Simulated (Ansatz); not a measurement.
Here is the system:

GePt:
```yaml
crystal:
  lattice:
    - [5.83630, 0.00000, 0.00000]
    - [0.00000, 3.75203, 0.00000]
    - [0.00000, 0.00000, 6.16399]
  atoms:
    - { symbol: Ge, position: [0.81355, 0.75000, 0.58825] }
    - { symbol: Ge, position: [0.18645, 0.25000, 0.41175] }
    - { symbol: Ge, position: [0.68645, 0.25000, 0.08825] }
    - { symbol: Ge, position: [0.31355, 0.75000, 0.91175] }
    - { symbol: Pt, position: [0.00169, 0.75000, 0.19245] }
    - { symbol: Pt, position: [0.99831, 0.25000, 0.80755] }
    - { symbol: Pt, position: [0.49831, 0.25000, 0.69245] }
    - { symbol: Pt, position: [0.50169, 0.75000, 0.30755] }
```

This is the PBE-relaxed structure.

All from the program Ansatz at the PBE level (PAW), unless another level is named. Give the electronic character.

metallic (no gap).

Predict the density of states at the Fermi level.

0.26 states/eV per atom (mean over ±0.08 eV).

And the formation energy from the elements (no fitted shifts)?

-0.47 eV/atom.

Space group Pnma. Symmetry was held in the PBE relaxation. No spin polarisation was allowed. The references are the lowest solids computed at this level, not always the standard phases. Scalar-relativistic: spin–orbit coupling is off unless named, which matters more the heavier the elements.

Potentials: the later of the program's two PAW sets.
